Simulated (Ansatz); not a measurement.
ZnO with Sn replacing Zn: 119Sn Mössbauer parameters

Cell: a supercell of ZnO (wurtzite type, P6_3mc) built from a COD entry, with the ions relaxed around the defect (PBE).

```
Sn Zn O
1.0
     6.49862    0.00000    0.00000
    -4.87396    8.44195    0.00000
     0.00000    0.00000   10.41142
Sn Zn O
1 23 24
Direct
  0.15060 0.23294 0.25786
  0.16762 0.22153 0.74488
  0.16690 0.55683 0.24940
  0.16477 0.55608 0.74845
  0.16870 0.89147 0.24999
  0.16614 0.88576 0.75230
  0.66169 0.22174 0.24959
  0.66966 0.22479 0.75086
  0.67907 0.56202 0.24973
  0.67429 0.55714 0.74798
  0.65587 0.88088 0.25006
  0.66363 0.88374 0.74833
  0.33148 0.11221 0.99426
  0.34173 0.10444 0.50832
  0.33803 0.44867 0.98652
  0.34148 0.44948 0.50638
  0.33271 0.77746 0.00034
  0.33296 0.77523 0.49897
  0.82661 0.10770 0.98787
  0.82776 0.10615 0.50660
  0.83493 0.44539 0.00060
  0.83461 0.44186 0.49698
  0.83312 0.77752 0.00029
  0.83705 0.77817 0.49871
  0.32724 0.11463 0.18777
  0.33585 0.10813 0.69710
  0.35790 0.46794 0.17602
  0.33786 0.44757 0.69540
  0.32553 0.77664 0.19016
  0.33222 0.77691 0.68832
  0.79649 0.09570 0.17720
  0.82894 0.10816 0.69559
  0.83357 0.44355 0.19091
  0.83445 0.44346 0.68652
  0.83848 0.78249 0.19028
  0.83678 0.77829 0.68812
  0.17288 0.21885 0.46920
  0.16395 0.22308 0.93744
  0.16957 0.55354 0.43968
  0.16407 0.55728 0.93764
  0.16977 0.88802 0.43952
  0.16661 0.88907 0.94196
  0.66765 0.21837 0.43975
  0.66496 0.22504 0.94007
  0.66970 0.55531 0.43965
  0.67459 0.55789 0.93706
  0.66705 0.88736 0.44004
  0.66248 0.88353 0.93749
```

Sites (sets of like atoms) are named by element and the number of their first atom in this list.

Computed with Ansatz: DFT, PBE, plane waves and PAW, scalar-relativistic, 420 eV cutoff, Γ-centred 3×2×2 k-points, Fermi–Dirac smearing 0.01 eV.

Isomer shifts (against SnO₂) follow from the electron density at the nucleus, δ = α(ρ − ρ₀), with α = 0.099 mm s⁻¹ a₀³ and ρ₀ = 183191.44 a₀⁻³ from a line fitted to 8 measured compounds at this level of theory (rms miss 0.12 mm/s). ΔE_Q = ½eQV_zz(1 + η²/3)^½ with Q = -0.132 b for the 23.9 keV state.

(1) What would the 119Sn spectrum's parameters be?

Results:

(1) 

```csv
site,atoms,first shell,ρ − ρ₀ (a₀⁻³),δ (mm/s),ΔE_Q (mm/s),η
Sn,1,4 O at 2.12–2.21 Å; also 1 O at 3.34 Å,28.0,2.77,-0.14,0.26
```

The shift of Sn is typical of Sn(II).

The defect repeats with the cell of 48 atoms, so it feels its images: sites between two images don't show the values beside a lone defect, and zeros or small values of η there can come from the images' arrangement. Without spin–orbit coupling (the program notes it for Sn) the gradients can shift somewhat, as the gap is small. The cell keeps the host's lattice, where the PBE pressure is 8 GPa.
